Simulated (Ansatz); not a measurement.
# Si₃N₄: Electrostatic potentials at the N nuclei

Cell: a structure deposited in the COD, its atoms then relaxed with PBE in this cell.

Space group P6_3/m (No. 176); a = 7.6170, c = 2.9134 Å, γ = 120.00°.

| site | Wyckoff | site symmetry | x | y | z |
| --- | --- | --- | --- | --- | --- |
| Si | 6h | m.. | 0.1740 | 0.7679 | 0.2500 |
| N7 | 2c | -6.. | 0.3333 | 0.6667 | 0.2500 |
| N9 | 6h | m.. | 0.3298 | 0.0300 | 0.2500 |

One atom of each set is listed.

All values are calculated (Ansatz; DFT, LDA, plane waves and PAW, scalar-relativistic, 420 eV cutoff, Γ-centred 4×4×9 k-points, Fermi–Dirac smearing 0.02 eV), not measured.

The potential at a nucleus is that of all electrons and the other nuclei. A higher potential binds the core electrons more strongly, so differences between sites of one element are the initial-state part of core-level shifts.

(1) Rank the N sites by the potential at the nucleus, lowest first, and give each against the lowest.
A. N9: 3 Si at 1.74 Å
B. N7: 3 Si at 1.73 Å

Results:

(1) B (0.00 V), A (0.40 V).

At this cell the LDA pressure is -5 GPa, with principal stresses up to 5 GPa in size, so it isn't the equilibrium cell of LDA.
